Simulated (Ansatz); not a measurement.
Input:

RbBr:
```
CELL_PARAMETERS angstrom
      0.00000     3.33381     3.33381
      3.33381     0.00000     3.33381
      3.33381     3.33381     0.00000
ATOMIC_POSITIONS crystal
  Rb 0.00000 0.00000 0.00000
  Br 0.50000 0.50000 0.50000
```

This is the LDA-relaxed structure.

Q: All from DFT-LDA in the program Ansatz with PAW potentials, unless another level is named. Give the hole effective mass, band 3 of 3 at the edge.

A: 0.44 along [100], 0.54 along [110], 0.59 along [111] (mₑ).

Q: Predict the valence-band maximum.

A: at Γ.

Q: And the weight of the conduction-edge state by species (Voronoi cells)?

A: Rb 54 %, Br 46 %.

Space group Fm-3m (rock salt). The LDA relaxation kept the symmetry of its start; phonons on a q-mesh show no instability. Scalar-relativistic: spin–orbit coupling is off unless named, which matters more the heavier the elements.

Potentials: the later of the program's two PAW sets.

Edges and masses are those of Kohn–Sham bands, whose gap is no quasiparticle gap.
